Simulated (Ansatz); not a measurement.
Q: Name crystals whose computed values (the program Ansatz at the r²SCAN level (PAW)) fall in these windows: HSE06 gap (eV) 3.6 to 4.9; B₀ by P(V) fit (GPa) 78 to 110; Θ_D (K) 620 to 790.

A: 

```
crystal           HSE06 gap (eV)  B₀ by P(V) fit (GPa)  Θ_D (K)
----------------  --------------  --------------------  -------
BeS, zinc blende            4.08                  97.5      736
```
Others may fit too.

The cell was relaxed under the symmetry of its start.

Potentials: the later of the program's two PAW sets.
